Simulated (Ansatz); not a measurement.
Computed with DFT PBE, scalar-relativistic, plane waves, PAW in Ansatz 0.2.0. All cells share a 420 eV cutoff and Γ-centred k meshes spaced at most about 0.3 Å⁻¹ (about 0.25 or finer for metals, 2π included). No spin polarisation in the final relaxations.

Temperature and zero-point effects are left out.

Two forms of Ba3B2 were relaxed alike.

1.

```
CELL_PARAMETERS angstrom
4.64910 0.00000 0.00000
-2.32455 4.02624 0.00000
0.00000 0.00000 8.53671
ATOMIC_POSITIONS crystal
Ba 0.66667 0.33333 0.20358
Ba 0.66667 0.33333 0.79642
Ba 0.00000 0.00000 0.50000
B 0.00000 0.00000 0.00000
B 0.33333 0.66667 0.50000
```

2.

```
CELL_PARAMETERS angstrom
5.67466 0.00000 0.00000
0.00000 5.67466 0.00000
0.00000 0.00000 5.67466
ATOMIC_POSITIONS crystal
Ba 0.50000 0.00000 0.00000
Ba 0.00000 0.50000 0.00000
Ba 0.00000 0.00000 0.50000
B 0.00000 0.00000 0.00000
B 0.50000 0.50000 0.50000
```

Task: Which is lower in energy, and by how much?

Result: Cell 1 is lower, by 182 meV/atom. Cell 1 has space group P-6m2 (No. 187), 32.0 Å³/atom and no gap on its mesh; cell 2 has space group Pm-3m (No. 221), 36.5 Å³/atom and no gap. Counting B atoms around Ba (those within 1.25 times the shortest such distance or 1.15 times the sum of covalent radii, 1.27 where that leaves under three; a plus sign parts nearer from farther groups; a slash parts the counts of unlike sites), cell 1 has Ba 3/3+3 and cell 2 has Ba 2. The denser one is the lower, and pressure would at first widen the difference. Even the lower one lies +0.92 eV/atom against the reference forms of the elements (uncorrected), so neither is stable at this level. In cell 1, Ba on a site of symmetry 3m is surrounded by 3 B at 3.20 Å, 1 Ba at 3.48 Å, 3 B at 3.69 Å and 3 Ba at 3.69 Å; Ba on a site of symmetry -6m2 is surrounded by 3 B at 2.68 Å and 6 Ba at 3.69 Å; around B on its first site lie 6 Ba at 3.20 Å; 1 more site not described. In cell 2, Ba is surrounded by 2 B at 2.84 Å, 4 B at 4.01 Å and 8 Ba at 4.01 Å; around B on its first site lie 6 Ba at 2.84 Å; B on its second site is surrounded by 12 Ba at 4.01 Å. Both come from invented guesses.

A magnetic state wasn't ruled out in cells without spin, among them Pm-3m. Cells relaxed within their symmetry can be saddle points.
